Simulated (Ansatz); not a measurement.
Si2Ni6B:
```cif
data_BNi6Si2
_chemical_formula_sum 'B1 Si2 Ni6'
_space_group_name_H-M_alt 'P 1'
_space_group_IT_number 1
_cell_length_a 6.05963
_cell_length_b 6.05963
_cell_length_c 2.83130
_cell_angle_alpha 90.000
_cell_angle_beta 90.000
_cell_angle_gamma 120.000
loop_
_space_group_symop_operation_xyz
  'x, y, z'
loop_
_atom_site_label
_atom_site_type_symbol
_atom_site_fract_x
_atom_site_fract_y
_atom_site_fract_z
_atom_site_occupancy
B1 B 0.00000 0.00000 0.50000 1
Si1 Si 0.33333 0.66667 0.00000 1
Si2 Si 0.66667 0.33333 0.00000 1
Ni1 Ni 0.61092 0.00000 0.50000 1
Ni2 Ni 0.38908 0.38908 0.50000 1
Ni3 Ni 0.00000 0.61092 0.50000 1
Ni4 Ni 0.24502 0.00000 0.00000 1
Ni5 Ni 0.75498 0.75498 0.00000 1
Ni6 Ni 0.00000 0.24502 0.00000 1
```

Relaxed with r²SCAN.

Task: Tabulate the valence density and the electron localisation function along the shortest Si–Ni contact (2.33 Å), the program Ansatz at the r²SCAN level (PAW).

Result: 

| distance from Si (Å) | density (e/Å³) | ELF |
|---|---|---|
| 0.23 | 0.09 | 0.29 |
| 0.35 | 0.15 | 0.20 |
| 0.47 | 0.25 | 0.25 |
| 0.58 | 0.35 | 0.39 |
| 0.70 | 0.42 | 0.55 |
| 0.82 | 0.46 | 0.65 |
| 0.93 | 0.46 | 0.66 |
| 1.05 | 0.45 | 0.60 |
| 1.17 | 0.46 | 0.47 |
| 1.28 | 0.51 | 0.33 |
| 1.40 | 0.63 | 0.24 |
| 1.52 | 1.01 | 0.23 |
| 1.63 | 2.02 | 0.26 |
| 1.75 | 4.43 | 0.31 |
| 1.87 | 9.87 | 0.39 |
| 1.98 | 20.53 | 0.49 |
| 2.10 | 36.85 | 0.60 |

The density is the valence pseudo-density with augmentation charge, so density and ELF within about 1 Å of a nucleus are not all-electron values.

Space group P-62m. The workflow started from an entry of the Crystallography Open Database (COD). Whether it is the stable phase at ambient conditions was not checked. The r²SCAN relaxation kept the symmetry of its start; whether a distortion lowers the energy is not shown. The workflow began spin-polarised and lost its moments.

Potentials: the later of the program's two PAW sets.
